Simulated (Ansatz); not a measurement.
SnSe (Pnma) was relaxed and computed twice in Ansatz (plane waves, PAW), once with PBEsol and once with r²SCAN.

```csv
,run 1,run 2
cell,"a = 8.6822 Å, b = 4.0769 Å, c = 6.4064 Å, α = β = γ = 90.00°","a = 8.184 Å, b = 4.126 Å, c = 6.094 Å, α = β = γ = 90.00°"
gap (eV),0.94,none
ΔH_f (eV/atom),-0.43,-0.44
B₀ by P(V) fit (GPa),20.6,38.6
K_Hill (GPa),23.4,40.2
G_Hill (GPa),14.5,25.7
Θ_D (K),171,225
```

Task: Which run used which functional?

Result: Run 1 is r²SCAN, run 2 is PBEsol.

All cells were relaxed under the symmetry of their starts (and spin orders); stability against distortions was not tested throughout. Spin–orbit coupling is left out wherever it is not named.

Potentials: the later of the program's two PAW sets.

Ansatz (a quantum-chemistry and plane-wave program) is a plane-wave DFT program.

Formation energies count from the lowest solids of the elements computed at the same level, not from gases.
